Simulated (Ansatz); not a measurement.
**Relaxing an invented SrSn2O3 structure**

Theory: Ansatz 0.2.0, DFT PBE, scalar-relativistic, plane waves, PAW. Cutoff 420 eV, Gaussian smearing, Γ-centred meshes. Cell and atoms relax first on a coarse mesh and then on a finer one. In between, the cell is made exact in the group found at 0.06 Å. In metals the finer mesh still leaves noise of several meV/atom or more. The steps can't lower the symmetry of their start. No spin polarisation.

The guess for SrSn2O3 was made by a generator: random cell by space group and Wyckoff sites (P6/mmm, No. 191). Its size is a rough estimate.

```cif
data_structure
_symmetry_space_group_name_H-M 'P 1'
_symmetry_Int_Tables_number 1
_cell_length_a 4.0859
_cell_length_b 4.0859
_cell_length_c 8.8015
_cell_angle_alpha 90.000
_cell_angle_beta 90.000
_cell_angle_gamma 120.000
_cell_volume 127.25
loop_
_atom_site_label
_atom_site_type_symbol
_atom_site_fract_x
_atom_site_fract_y
_atom_site_fract_z
_atom_site_occupancy
Sr1 Sr 0.00000 0.00000 0.50000 1
Sn1 Sn 0.00000 0.00000 0.23220 1
Sn2 Sn 0.00000 0.00000 0.76780 1
O1 O 0.33333 0.66667 0.50000 1
O2 O 0.66667 0.33333 0.50000 1
O3 O 0.00000 0.00000 0.00000 1
```

Energies over the elements count from the elements' standard structures at the same level (O₂ as a molecule), with no fitted energy shifts. The references include grey tin.

Problem. Describe the relaxed structure.

Solution. The symmetry stays P6/mmm (No. 191). The volume per atom grows by 47.4 %, from 21.2 to 31.3 Å³. The shortest distance goes from 2.04 Å (Sn–O) to 1.98 Å (Sn–O). The ratio c/a of the conventional cell changes by a factor of 1.47. The energy falls by about 0.93 eV/atom (the start's value is from the coarse mesh). Conventional cell: a = 4.091 Å, c = 12.942 Å. Around Sr lie 6 O at 2.36 Å; Sn has 1 O at 1.98 Å; O on a site of symmetry -6m2 has 3 O at 2.36 Å and 3 Sr at 2.36 Å; O on a site of symmetry 6/mmm has 2 Sn at 1.98 Å.

Space group P6/mmm (No. 191). a = 4.091 Å, b = 4.091 Å, c = 12.942 Å, α = 90.00°, β = 90.00°, γ = 120.00°
| atom | site | symmetry | x | y | z |
| --- | --- | --- | --- | --- | --- |
| Sr | 1b | 6/mmm | 0.0000 | 0.0000 | 0.5000 |
| Sn | 2e | 6mm | 0.0000 | 0.0000 | 0.1531 |
| O | 2d | -6m2 | 0.3333 | 0.6667 | 0.5000 |
| O | 1a | 6/mmm | 0.0000 | 0.0000 | 0.0000 |

Problem. How does it come out in energy, and is it a metal?

Solution. The formation energy is −0.56 eV/atom. The gap on the 12×12×4 mesh of the 6-atom cell is 0 eV (a metal).

The last run used Gaussian smearing of 0.10 eV. No dispersion correction is applied, so the spacing and binding between layers, chains or molecules are poorly described. A structure relaxed within its symmetry needn't be a true minimum. In all, the 3 runs took 12 min on 1 thread of AMD EPYC (Zen 3) (shared host). Another cell of SrSn2O3 relaxed alike, in P6mm, lies 0.94 eV/atom lower, so this cell isn't the stable form at this level.
